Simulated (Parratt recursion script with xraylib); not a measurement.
What roughness does to the fringe maxima of MoSi2 on Si

| layer, from the top | thickness (Å) | density (g/cm³) | rms roughness of its top face (Å) | δ (10⁻⁶) | β (10⁻⁶) |
|---|---|---|---|---|---|
| MoSi2 | 600 | 6.295 | varied | 41.48 | 4.026 |
| Si (substrate) | – | 2.313 | 1.7 | 16.75 | 0.8265 |

The refractive index is n = 1 − δ + iβ. Vacuum lies above.

Densities are inputs, not measurements. They were set from computed cells of the Materials Project: MoSi2 from entry mp-2592 (I4/mmm, 6.295 g/cm³); Si from entry mp-149 (Fd-3m, 2.313 g/cm³). A layer's crystal structure does not enter its constants, only its composition and density.

Method: specular X-ray reflectivity, Parratt recursion, Névot-Croce roughness, xraylib tables (Parratt recursion script with xraylib 4.3.0).

Photon energy 5.415 keV (λ = 2.2896 Å), s polarisation. The grazing angle θ is scanned from 0.05° to 5.94° in 900 evenly spaced points, and the curve is smoothed with a Gaussian of 0.004° full width. A maximum is a scan point above both neighbours; its place and height come from a parabola through R at the three points.

The table follows two fringe maxima, those next to orders 19.5 and 53.5 of m = (2d/λ)(sin²θ − 2δ)^½, through runs that differ in the roughness σ₁ of the film surface alone.

| σ₁ (Å) | θ of the first (°) | R there | θ of the second (°) | R there |
|---|---|---|---|---|
| 1.7 | 2.195 | 3.83 × 10⁻⁴ | 5.882 | 3.72 × 10⁻⁶ |
| 4 | 2.194 | ? | 5.882 | ? |

Estimate the two heights for σ₁ = 4 Å.

At a maximum the amplitudes from the film's two faces add: R ≈ (|r₁|g₁ + |r₂|g₂A)². Here q₀ = 4π sin θ/λ, qⱼ = (q₀² − 32π²δⱼ/λ²)^½ (1 film, 2 substrate), |r₁| = |q₀² − q₁²|/(q₀ + q₁)², |r₂| = |q₁² − q₂²|/(q₁ + q₂)² with the numerators taken from the constants, g₁ = exp(−q₀q₁σ₁²/2), g₂ = exp(−q₁q₂σ₂²/2), and A = exp(−16π²β₁d/(λ²q₁)) for absorption in the film.

Check on a shown row, σ₁ = 1.7 Å, second maximum: q₀ = 0.5625, q₁ = 0.5603, q₂ = 0.5616 Å⁻¹; |r₁| = 0.00198, |r₂| = 0.00118; g₁ = 0.634, g₂ = 0.635, A = 0.878; R ≈ 3.66 × 10⁻⁶ against 3.72 × 10⁻⁶ in the table.

- σ₁ = 4 Å, first maximum: q₀ = 0.2101, q₁ = 0.2041, q₂ = 0.2077 Å⁻¹; |r₁| = 0.0146, |r₂| = 0.00879; g₁ = 0.710, g₂ = 0.941, A = 0.700; R ≈ 2.61 × 10⁻⁴.
- σ₁ = 4 Å, second maximum: q₀ = 0.5625, q₁ = 0.5603, q₂ = 0.5616 Å⁻¹; |r₁| = 0.00198, |r₂| = 0.00118; g₁ = 0.0804, g₂ = 0.635, A = 0.878; R ≈ 6.68 × 10⁻⁷.

The run gave 2.62 × 10⁻⁴ and 6.81 × 10⁻⁷; the estimates are 1.00 and 0.98 times these.
